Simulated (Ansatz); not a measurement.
Consider the following.

PtSe₂ (CdI2 type)

```yaml
crystal:
  lattice:
    - [3.77244, 0.00000, 0.00000]
    - [-1.88622, 3.26703, 0.00000]
    - [0.00000, 0.00000, 4.81807]
  atoms:
    - { symbol: Pt, position: [0.00000, 0.00000, 0.00000] }
    - { symbol: Se, position: [0.66667, 0.33333, 0.26557] }
    - { symbol: Se, position: [0.33333, 0.66667, 0.73443] }
```

E(V) scan at fixed shape, V₀ the volume above. The atoms relax within the cell's symmetry.

Method: PBE-D3(BJ) (plane waves to 420 eV, PAW, scalar-relativistic; Ansatz, a quantum-chemistry and plane-wave program). k mesh 15×15×10 (Γ-centred), Fermi-Dirac smearing 0.05 eV. The energy includes the smearing's −TS. Compression counts positive. With the shape held, the modulus is that of even scaling; a crystal free to change shape is softer. PtSe2 is run without spin polarisation. PtSe2 was relaxed with its symmetry unable to fall. Spin-orbit coupling is left out, though Pt is heavy. The zero of ΔE is the relaxed starting cell.

The scan covers V/V₀ from 0.840 to 1.160 in 11 points.

Question: What is the fitted pressure derivative B₀′?

Answer: 5.3.

Question: What bulk modulus at fixed cell shape B₀ follows from a third-order Birch-Murnaghan fit?

Answer: 81.8 GPa.

(A scan under strain: stresses follow from slopes of the energy per volume, elastic moduli from its curvatures.)
